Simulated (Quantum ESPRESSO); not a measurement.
## Band energies of TiCdO3

```xyz
10
Lattice="2.6299 1.5184 4.9685 -2.6299 1.5184 4.9685 0.0000 -3.0368 4.9685" Properties=species:S:1:pos:R:3 pbc="T T T"
O      0.9647     1.7774     6.3498
O     -0.9647    -1.7774     8.5556
O     -2.0216    -0.0533     6.3498
O      2.0216     0.0533     8.5556
O      1.0569    -1.7242     6.3498
O     -1.0569     1.7242     8.5556
Ti     0.0000     0.0000    12.6689
Ti     0.0000     0.0000     2.2366
Cd     0.0000     0.0000     9.4920
Cd     0.0000     0.0000     5.4134
```

norm-conserving PBEsol (Quantum ESPRESSO, 102 Ry, scalar-relativistic); path ΓLB1,BZΓX,QFP1Z,LP; energies in eV from the valence-band maximum.

| k (1/Å) | point | band 46 | band 47 | band 48 | band 49 | band 50 | band 51 | band 52 | band 53 |
|---|---|---|---|---|---|---|---|---|---|
| 0.00 | Γ | -0.47 | -0.44 | -0.44 | -0.06 | -0.06 | 3.01 | 3.85 | 4.02 |
| 0.48 |  | -0.80 | -0.53 | -0.43 | -0.28 | -0.15 | 3.11 | 3.61 | 3.77 |
| 0.72 | L | -0.48 | -0.42 | -0.31 | -0.30 | -0.26 | 3.28 | 3.51 | 3.55 |
| 0.99 |  | -0.69 | -0.55 | -0.46 | -0.36 | -0.19 | 3.36 | 3.54 | 3.66 |
| 1.27 | B1 | -0.78 | -0.72 | -0.58 | -0.47 | -0.25 | 3.52 | 3.58 | 3.79 |
| 1.27 | B | -0.78 | -0.72 | -0.58 | -0.47 | -0.25 | 3.52 | 3.58 | 3.79 |
| 1.70 |  | -1.06 | -0.61 | -0.56 | -0.31 | -0.21 | 3.45 | 3.87 | 3.91 |
| 1.92 | Z | -1.15 | -0.48 | -0.48 | -0.21 | -0.21 | 3.41 | 3.87 | 4.01 |
| 2.34 |  | -0.88 | -0.56 | -0.56 | 0.00 | 0.00 | 3.22 | 3.92 | 3.96 |
| 2.55 | Γ | -0.47 | -0.44 | -0.44 | -0.06 | -0.06 | 3.01 | 3.85 | 4.02 |
| 2.72 |  | -0.72 | -0.50 | -0.31 | -0.19 | -0.08 | 3.00 | 3.81 | 3.97 |
| 3.07 |  | -0.81 | -0.72 | -0.36 | -0.25 | -0.23 | 3.04 | 3.72 | 3.78 |
| 3.42 | X | -0.86 | -0.65 | -0.59 | -0.34 | -0.22 | 3.48 | 3.56 | 3.73 |
| 3.42 | Q | -0.86 | -0.65 | -0.59 | -0.34 | -0.22 | 3.48 | 3.56 | 3.73 |
| 3.74 | F | -1.00 | -0.94 | -0.55 | -0.33 | -0.05 | 3.29 | 3.54 | 3.86 |
| 3.74 | P1 | -0.97 | -0.76 | -0.70 | -0.47 | -0.03 | 3.36 | 3.63 | 3.78 |
| 3.97 |  | -0.88 | -0.75 | -0.63 | -0.45 | -0.14 | 3.46 | 3.77 | 3.90 |
| 4.19 |  | -1.15 | -0.51 | -0.51 | -0.25 | -0.20 | 3.42 | 3.89 | 3.97 |
| 4.30 | Z | -1.15 | -0.48 | -0.48 | -0.21 | -0.21 | 3.41 | 3.87 | 4.01 |
| 4.30 | L | -0.48 | -0.42 | -0.31 | -0.30 | -0.26 | 3.28 | 3.51 | 3.55 |
| 4.74 | P | -0.97 | -0.76 | -0.70 | -0.47 | -0.03 | 3.36 | 3.63 | 3.78 |

The PBEsol gap is indirect, 2.98 eV, from 67 % of the way from Z to Γ to 40 % of the way from Γ to X; the smallest direct gap is 3.07 eV.

Spin-orbit splittings are left out.

Geometry of the Materials Project entry, not relaxed at this level.
